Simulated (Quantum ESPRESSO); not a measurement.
# Al2NbZr4Rh: one run as intended and one with a planted mistake

Computed values, not a measurement. The program is pw.x of Quantum ESPRESSO 7.5 (plane-wave density functional theory). The cell is made up: eight metal atoms on a hexagonal close-packed lattice, with elements, volume, strain and displacements drawn at random and not relaxed, so it may be unstable or far from any real phase. PseudoDojo standard norm-conserving files set the functional (PBE unless stated); there is no spin polarisation or spin-orbit coupling, the Fermi-Dirac width of 0.25 eV means electrons at about 2900 K, and the masses in the input are unused placeholders. A spin test at this wide smearing found no moment, but such smearing suppresses magnetism that the real alloy may have.

Intended input:

```
&control calculation='scf', pseudo_dir='./dojo.nc.sr.pbe.v0_5.standard.upf', outdir='./o', disk_io='minimal', tprnfor=.true., tstress=.true. /
&system ibrav=0, nat=8, ntyp=4, nbnd=58, ecutwfc=87.97787729, nosym=.true., tot_charge=0,
 occupations='smearing', smearing='fd', degauss=0.0183746611
/
&electrons conv_thr=1.470e-08, electron_maxstep=70, mixing_beta=0.5 /
ATOMIC_SPECIES
Al 1.0 Al.upf
Nb 1.0 Nb.upf
Rh 1.0 Rh.upf
Zr 1.0 Zr.upf
CELL_PARAMETERS angstrom
0.0182 0.0068 4.8581
6.0912 0.0028 0.0229
-3.0432 5.1971 -0.0041
ATOMIC_POSITIONS angstrom
Al -0.0528 -0.0028 0.073
Nb -1.4764 2.6211 -0.0138
Zr 3.0435 0.0086 -0.0313
Al 1.548 2.5692 -0.1077
Zr -0.1134 1.7689 2.4208
Zr -1.4555 4.2289 2.4454
Rh 3.1143 1.7543 2.4301
Zr 1.5432 4.4096 2.4628
K_POINTS automatic
5 5 5 1 1 1
```

The log is shortened where brackets say so; the opening notice, blank lines, dates and the lines on written files are dropped, and the path of the files is cut. It prints rydbergs, bohrs and kilobars, and counts compression as positive stress. Its total energy is the free energy E - TS of the whole cell.

Log of the intended run:

```
     Program PWSCF v.7.5
     Parallel version (MPI & OpenMP), running on       4 processor cores
     Number of MPI processes:                 4
     Threads/MPI process:                     1
     [start-up lines left out]
     bravais-lattice index     =            0
     lattice parameter (alat)  =       9.1806  a.u.
     unit-cell volume          =    1038.0945 (a.u.)^3
     number of atoms/cell      =            8
     number of atomic types    =            4
     number of electrons       =        84.00
     number of Kohn-Sham states=           58
     kinetic-energy cutoff     =      87.9779  Ry
     charge density cutoff     =     351.9115  Ry
     scf convergence threshold =      1.5E-08
     mixing beta               =       0.5000
     number of iterations used =            8  plain     mixing
     Exchange-correlation= PBE
                           (   1   4   3   4   0   0   0)
     [axes and pseudopotential details left out]
   Cartesian axes
     site n.     atom                  positions (alat units)
         1        Al     tau(   1) = (  -0.0108684  -0.0005764   0.0150263  )
         2        Nb     tau(   2) = (  -0.3039024   0.5395276  -0.0028406  )
         3        Zr     tau(   3) = (   0.6264745   0.0017702  -0.0064428  )
         4        Al     tau(   4) = (   0.3186405   0.5288445  -0.0221690  )
         5        Zr     tau(   5) = (  -0.0233423   0.3641106   0.4982978  )
         6        Zr     tau(   6) = (  -0.2996003   0.8704774   0.5033615  )
         7        Rh     tau(   7) = (   0.6410480   0.3611054   0.5002121  )
         8        Zr     tau(   8) = (   0.3176525   0.9076727   0.5069431  )
     number of k points=    63  Fermi-Dirac smearing, width (Ry)=  0.0184
                       cart. coord. in units 2pi/alat
        k(    1) = (   0.0793182   0.1400017   0.0995077), wk =   0.0320000
        k(    2) = (   0.0792333   0.3269076   0.0992464), wk =   0.0320000
     [further k points left out]
     Dense  grid:   115737 G-vectors     FFT dimensions: (  60,  72,  72)
     Estimated max dynamical RAM per process >     387.48 MB
     Estimated total dynamical RAM >       1.43 GB
     Initial potential from superposition of free atoms
     starting charge      83.9827, renormalised to      84.0000
     Starting wfcs are   68 randomized atomic wfcs
     total cpu time spent up to now is        5.1 secs
     per-process dynamical memory:   309.4 Mb
     Self-consistent Calculation
     iteration #  1     ecut=    87.98 Ry     beta= 0.50
     Davidson diagonalization with overlap
     ethr =  1.00E-02,  avg # of iterations =  2.5
     total cpu time spent up to now is       14.2 secs
     total energy              =    -772.38110190 Ry
     estimated scf accuracy    <       2.04482005 Ry
     iteration #  2     ecut=    87.98 Ry     beta= 0.50
     Davidson diagonalization with overlap
     ethr =  2.43E-03,  avg # of iterations =  3.6
     total cpu time spent up to now is       24.9 secs
     total energy              =    -772.24099567 Ry
     estimated scf accuracy    <      15.47675029 Ry
     [iterations 3 to 13 left out]
     iteration # 14     ecut=    87.98 Ry     beta= 0.50
     Davidson diagonalization with overlap
     ethr =  1.09E-09,  avg # of iterations =  2.0
     total cpu time spent up to now is      125.8 secs
     total energy              =    -773.54967998 Ry
     estimated scf accuracy    <       0.00000108 Ry
     iteration # 15     ecut=    87.98 Ry     beta= 0.50
     Davidson diagonalization with overlap
     ethr =  1.09E-09,  avg # of iterations =  1.0
     total cpu time spent up to now is      132.7 secs
     End of self-consistent calculation
     [lines on levels left out]
!    total energy              =    -773.54968007 Ry
     estimated scf accuracy    <       0.00000001 Ry
     smearing contrib. (-TS)   =      -0.12529859 Ry
     internal energy E=F+TS    =    -773.42438148 Ry
     The total energy is F=E-TS. E is the sum of the following terms:
     one-electron contribution =    -250.36195880 Ry
     hartree contribution      =     162.67615976 Ry
     xc contribution           =    -148.66848402 Ry
     ewald contribution        =    -537.07009842 Ry
     convergence has been achieved in  15 iterations
     Forces acting on atoms (cartesian axes, Ry/au):
     atom    1 type  1   force =     0.01832218   -0.00425670   -0.02074652
     atom    2 type  2   force =    -0.02348373   -0.01308951    0.00657131
     atom    3 type  4   force =     0.00349493    0.03308906    0.01880707
     atom    4 type  1   force =     0.01331169   -0.00181564    0.01999395
     atom    5 type  4   force =     0.05868368   -0.03218124   -0.00116396
     atom    6 type  4   force =    -0.05546299    0.04601045   -0.00795220
     atom    7 type  3   force =    -0.04615731    0.00162478   -0.00204736
     atom    8 type  4   force =     0.03129154   -0.02938121   -0.01346229
     Total force =     0.132247     Total SCF correction =     0.000396
     Computing stress (Cartesian axis) and pressure
          total   stress  (Ry/bohr**3)                   (kbar)     P=       27.38
   0.00009680   0.00004974   0.00000754           14.24        7.32        1.11
   0.00004974   0.00012979  -0.00000856            7.32       19.09       -1.26
   0.00000754  -0.00000856   0.00033174            1.11       -1.26       48.80
     init_run     :      4.81s CPU      4.98s WALL (       1 calls)
     electrons    :    127.27s CPU    127.63s WALL (       1 calls)
     forces       :      1.46s CPU      1.46s WALL (       1 calls)
     stress       :      5.05s CPU      5.05s WALL (       1 calls)
     [timing details left out]
     PWSCF        :   2m18.67s CPU   2m19.22s WALL
     JOB DONE.
```

A second run has one planted mistake: two atoms have their elements exchanged. The input lines that differ:

```
- Al -0.0528 -0.0028 0.073
+ Zr -0.0528 -0.0028 0.073
- Zr 3.0435 0.0086 -0.0313
+ Al 3.0435 0.0086 -0.0313
```

Its log:

```
     Program PWSCF v.7.5
     Parallel version (MPI & OpenMP), running on       4 processor cores
     Number of MPI processes:                 4
     Threads/MPI process:                     1
     [start-up lines left out]
     bravais-lattice index     =            0
     lattice parameter (alat)  =       9.1806  a.u.
     unit-cell volume          =    1038.0945 (a.u.)^3
     number of atoms/cell      =            8
     number of atomic types    =            4
     number of electrons       =        84.00
     number of Kohn-Sham states=           58
     kinetic-energy cutoff     =      87.9779  Ry
     charge density cutoff     =     351.9115  Ry
     scf convergence threshold =      1.5E-08
     mixing beta               =       0.5000
     number of iterations used =            8  plain     mixing
     Exchange-correlation= PBE
                           (   1   4   3   4   0   0   0)
     [axes and pseudopotential details left out]
   Cartesian axes
     site n.     atom                  positions (alat units)
         1        Zr     tau(   1) = (  -0.0108684  -0.0005764   0.0150263  )
         2        Nb     tau(   2) = (  -0.3039024   0.5395276  -0.0028406  )
         3        Al     tau(   3) = (   0.6264745   0.0017702  -0.0064428  )
         4        Al     tau(   4) = (   0.3186405   0.5288445  -0.0221690  )
         5        Zr     tau(   5) = (  -0.0233423   0.3641106   0.4982978  )
         6        Zr     tau(   6) = (  -0.2996003   0.8704774   0.5033615  )
         7        Rh     tau(   7) = (   0.6410480   0.3611054   0.5002121  )
         8        Zr     tau(   8) = (   0.3176525   0.9076727   0.5069431  )
     number of k points=    63  Fermi-Dirac smearing, width (Ry)=  0.0184
                       cart. coord. in units 2pi/alat
        k(    1) = (   0.0793182   0.1400017   0.0995077), wk =   0.0320000
        k(    2) = (   0.0792333   0.3269076   0.0992464), wk =   0.0320000
     [further k points left out]
     Dense  grid:   115737 G-vectors     FFT dimensions: (  60,  72,  72)
     Estimated max dynamical RAM per process >     387.48 MB
     Estimated total dynamical RAM >       1.43 GB
     Initial potential from superposition of free atoms
     starting charge      83.9827, renormalised to      84.0000
     Starting wfcs are   68 randomized atomic wfcs
     total cpu time spent up to now is        5.0 secs
     per-process dynamical memory:   309.4 Mb
     Self-consistent Calculation
     iteration #  1     ecut=    87.98 Ry     beta= 0.50
     Davidson diagonalization with overlap
     ethr =  1.00E-02,  avg # of iterations =  2.6
     total cpu time spent up to now is       14.2 secs
     total energy              =    -771.71160404 Ry
     estimated scf accuracy    <       2.97274281 Ry
     iteration #  2     ecut=    87.98 Ry     beta= 0.50
     Davidson diagonalization with overlap
     ethr =  3.54E-03,  avg # of iterations =  3.6
     total cpu time spent up to now is       24.9 secs
     total energy              =    -771.84099156 Ry
     estimated scf accuracy    <      21.24730002 Ry
     [iterations 3 to 14 left out]
     iteration # 15     ecut=    87.98 Ry     beta= 0.50
     Davidson diagonalization with overlap
     ethr =  9.47E-10,  avg # of iterations =  4.1
     total cpu time spent up to now is      132.5 secs
     total energy              =    -773.49690698 Ry
     estimated scf accuracy    <       0.00000024 Ry
     iteration # 16     ecut=    87.98 Ry     beta= 0.50
     Davidson diagonalization with overlap
     ethr =  2.89E-10,  avg # of iterations =  2.2
     total cpu time spent up to now is      140.2 secs
     End of self-consistent calculation
     [lines on levels left out]
!    total energy              =    -773.49690700 Ry
     estimated scf accuracy    <       0.00000001 Ry
     smearing contrib. (-TS)   =      -0.12695138 Ry
     internal energy E=F+TS    =    -773.36995562 Ry
     The total energy is F=E-TS. E is the sum of the following terms:
     one-electron contribution =    -243.09510034 Ry
     hartree contribution      =     159.22389181 Ry
     xc contribution           =    -148.71036905 Ry
     ewald contribution        =    -540.78837804 Ry
     convergence has been achieved in  16 iterations
     Forces acting on atoms (cartesian axes, Ry/au):
     atom    1 type  4   force =     0.04385401    0.00893273   -0.01937992
     atom    2 type  2   force =    -0.01414038   -0.00916513    0.00064957
     atom    3 type  1   force =    -0.00620590    0.01597164    0.01083755
     atom    4 type  1   force =     0.01039436   -0.00908292    0.01750841
     atom    5 type  4   force =     0.04678107   -0.01515387    0.00112013
     atom    6 type  4   force =    -0.02440312    0.04537401   -0.00124400
     atom    7 type  3   force =    -0.04404437   -0.01449994   -0.00411551
     atom    8 type  4   force =    -0.01223567   -0.02237652   -0.00537623
     Total force =     0.107204     Total SCF correction =     0.000268
     Computing stress (Cartesian axis) and pressure
          total   stress  (Ry/bohr**3)                   (kbar)     P=       30.48
   0.00018796   0.00005720   0.00001582           27.65        8.41        2.33
   0.00005720   0.00015133  -0.00000957            8.41       22.26       -1.41
   0.00001582  -0.00000957   0.00028225            2.33       -1.41       41.52
     init_run     :      4.78s CPU      4.95s WALL (       1 calls)
     electrons    :    134.88s CPU    135.22s WALL (       1 calls)
     forces       :      1.45s CPU      1.46s WALL (       1 calls)
     stress       :      4.89s CPU      4.90s WALL (       1 calls)
     [timing details left out]
     PWSCF        :   2m26.11s CPU   2m26.64s WALL
     JOB DONE.
```

|  | intended run | run with the mistake |
| --- | --- | --- |
| free energy (eV) | -10524.680 | -10523.962 |
| entropy term -TS, part of it (eV) | -1.705 | -1.727 |
| pressure (GPa) | 2.74 | 3.05 |
| size of the largest force component (eV/Å) | 1.509 | 1.203 |
| largest change of a force component (eV/Å) |  | 1.119 |
| iterations | 15 | 16 |

For scale, a rerun of the intended cell at a higher cutoff and on a denser mesh moved values by no more than 0.005 eV in energy, 0.02 GPa in stress and 0.007 eV/Å in force, and a second program with other atomic files agreed on that cell to 2 % rms in force and 0.5 GPa in pressure.